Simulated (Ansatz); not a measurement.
A relaxed structure of AgCl is spoiled in several ways and relaxed again each time (noise and exchanges are one random draw each; pressure is positive under compression). Computed with PBEsol (plane waves to 420 eV, PAW, scalar-relativistic; Ansatz, a program for electronic structure).

```cif
data_Ag4Cl4
_chemical_formula_sum 'Cl4 Ag4'
_space_group_name_H-M_alt 'Fm-3m'
_space_group_IT_number 225
_space_group_name_Hall '-F 4 2 3'
_cell_length_a 5.44745
_cell_length_b 5.44745
_cell_length_c 5.44745
_cell_angle_alpha 90.000
_cell_angle_beta 90.000
_cell_angle_gamma 90.000
loop_
_atom_site_label
_atom_site_type_symbol
_atom_site_symmetry_multiplicity
_atom_site_Wyckoff_symbol
_atom_site_fract_x
_atom_site_fract_y
_atom_site_fract_z
_atom_site_occupancy
Cl1 Cl 4 a 0.00000 0.00000 0.00000 1
Ag1 Ag 4 b 0.50000 0.50000 0.50000 1
```
(The calculation used a cell of 2 atoms; values per cell refer to that cell.)

Question: One start gave a first pressure of -2.9 GPa and released 0.03 eV/atom. Which change was it?
A. with every coordinate shifted by Gaussian noise of σ = 0.2 Å
B. deformed by the Cartesian strain tensor (xx, yy, zz, yz, xz, xy) = (0.058, 0.069, -0.040, -0.002, 0.026, 0.043)
C. doubled along one cell vector, shaken by Gaussian noise of σ = 0.08 Å a coordinate
D. with every coordinate shifted by Gaussian noise of σ = 0.1 Å

Answer: B, deformed by the Cartesian strain tensor (xx, yy, zz, yz, xz, xy) = (0.058, 0.069, -0.040, -0.002, 0.026, 0.043). All starts:

| change | first pressure (GPa) | first V (Å³/atom) | released (eV/atom) | moves | outcome | final group | E − E(parent) (eV/atom) |
|---|---|---|---|---|---|---|---|
| with every coordinate shifted by Gaussian noise of σ = 0.2 Å | 1.5 | 20.21 | 0.03 | 4 | returns to the parent | Fm-3m | 0.000 |
| with every coordinate shifted by Gaussian noise of σ = 0.1 Å | 1.5 | 20.21 | 0.03 | 4 | returns to the parent | Fm-3m | 0.000 |
| deformed by the Cartesian strain tensor (xx, yy, zz, yz, xz, xy) = (0.058, 0.069, -0.040, -0.002, 0.026, 0.043) | -2.9 | 21.89 | 0.03 | 6 | returns to the parent | Fm-3m | 0.000 |
| doubled along one cell vector, shaken by Gaussian noise of σ = 0.08 Å a coordinate | 0.6 | 20.21 | 0.01 | 4 | returns to the parent | Fm-3m | 0.000 |

First-step values come from each run's starting, coarser k-mesh (7×7×7, 8×7×7, 7×4×7). Each cell has its own k-point mesh; energy differences are given only to the digits this allows. No spin polarisation in the result.
